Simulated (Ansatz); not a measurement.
InCo3SnS2:
```
InCo3SnS2
1.0
    2.60863     1.50609     4.46333
   -2.60863     1.50609     4.46333
    0.00000    -3.01218     4.46333
In Co Sn S
1 3 1 2
Cartesian
  0.00000   0.00000   6.69499
 -1.30431  -0.75305   4.46333
  1.30431  -0.75305   4.46333
  0.00000   1.50609   4.46333
  0.00000   0.00000   0.00000
  0.00000   0.00000   2.94832
  0.00000   0.00000  10.44167
```

PBEsol (plane waves, PAW; program Ansatz) gives a gap of 0.15 eV without spin–orbit coupling, maximum at L, minimum at F.

Q: What happens when spin–orbit coupling is switched on?

A: The gap stays essentially unchanged, to 0.15 eV; maximum at L, minimum at F.

Q: Give the hole effective mass with spin–orbit coupling.

A: 0.70, 1.6, 5.8 mₑ (principal values).

Space group R-3m. The first step of the workflow began from a Materials Project structure, measured or hypothetical; the Crystallography Open Database copy checked does not list it. Its standing as an ambient phase is unchecked. The cell was relaxed with PBEsol under the symmetry of its start; its stability against distortions is not shown here. The run is not spin-polarised.

Potentials: the later of the program's two PAW sets.
